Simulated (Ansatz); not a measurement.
## ReSb in the zincblende structure

The computed numbers are results of PBEsol, scalar-relativistic (no spin polarisation) in the plane-wave PAW code Ansatz at 420 eV, 10×10×10 k-mesh, Gaussian smearing of 0.05 eV; PAW files: Ansatz's generated set soft_2.

```xyz
2
Lattice="0.0000 2.9753 2.9753 2.9753 0.0000 2.9753 2.9753 2.9753 0.0000" Properties=species:S:1:pos:R:3 pbc="T T T"
Re    0.0000    0.0000    0.0000
Sb    1.4877    1.4877    1.4877
```

The structure was built from a prototype; whether the compound forms in it isn't claimed.

Task: Which orbitals carry the states at the Fermi level, and how many states are there?

Result: Within 0.1 eV of it: Re 5d 93 % (shares among the projected shells). The Fermi level sits on a steep edge: the density of states is 6.0, 2.3 and 3.2 states/eV per cell at −0.1, 0 and +0.1 eV.

Density of states (tetrahedra, averaged over 0.5 eV; states/eV per cell of 2 atoms; energy in eV from the Fermi level; projections on Löwdin-orthogonalised atomic orbitals, summed over sites):

```
    E  total  Re 5d  Sb 5p  Re 6s  Sb 5s  Re 5p
-4.60   0.41   0.10   0.23   0.08   0.00   0.00
-4.10   2.91   0.56   1.72   0.50   0.08   0.01
-3.60   0.63   0.25   0.29   0.05   0.02   0.00
-3.10   1.69   0.73   0.87   0.06   0.00   0.01
-2.60   4.01   2.23   1.70   0.05   0.00   0.02
-2.10   1.92   0.91   0.97   0.01   0.00   0.01
-1.60   0.43   0.16   0.26   0.00   0.00   0.00
-1.10   1.22   1.01   0.09   0.02   0.03   0.00
-0.60   2.69   2.48   0.07   0.04   0.01   0.00
-0.10   5.02   4.65   0.09   0.15   0.02   0.00
 0.40   1.71   1.21   0.24   0.11   0.04   0.00
 0.90   0.66   0.39   0.13   0.04   0.04   0.00
 1.40   1.48   0.92   0.30   0.03   0.11   0.01
 1.90   1.35   0.72   0.41   0.02   0.07   0.01
 2.40   1.60   0.77   0.60   0.02   0.07   0.01
 2.90   1.44   0.61   0.60   0.02   0.06   0.01
 3.40   1.16   0.44   0.51   0.02   0.05   0.01
 3.90   0.77   0.25   0.30   0.05   0.06   0.00
 4.40   0.47   0.14   0.19   0.03   0.03   0.00
 4.90   0.37   0.08   0.13   0.06   0.03   0.00
```

No spin–orbit coupling, a notable omission for heavy elements.
